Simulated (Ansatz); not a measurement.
V2InC in space group P6_3/mmc (No. 194; V on 4f, In on 2d, C on 2a) at seven volumes, DFT-PBEsol in the program Ansatz with PAW potentials, shape and atoms relaxed at each. One row is withheld.

```
V (Å³/atom)  P (GPa)
-----------  -------
11.799         20.01
12.188             ?
12.577          5.51
12.966          0.00
13.355         -4.62
13.744         -8.51
14.133        -11.71
```

Question: Fit the shown pressures and predict the withheld one.

Answer: P = (3/2)B₀(x^(7/2) − x^(5/2))[1 + (3/4)(B′ − 4)(x − 1)] with x = (V₀/V)^(2/3). Least squares on the six rows gives V₀ = 12.965 Å³/atom, B₀ = 168 GPa, B′ = 4.94. At V = 12.188, x = 1.0421 and P = 12.10 GPa. The run itself gave 12.11 GPa.

The workflow started from a Materials Project entry (that database holds measured and hypothetical structures alike); the Crystallography Open Database copy checked does not list it. Whether it is the stable phase at ambient conditions was not checked. The PBEsol relaxation kept the symmetry of its start; of distortions, only those at the zone centre were tested. The run is not spin-polarised.

Potentials: the later of the program's two PAW sets.
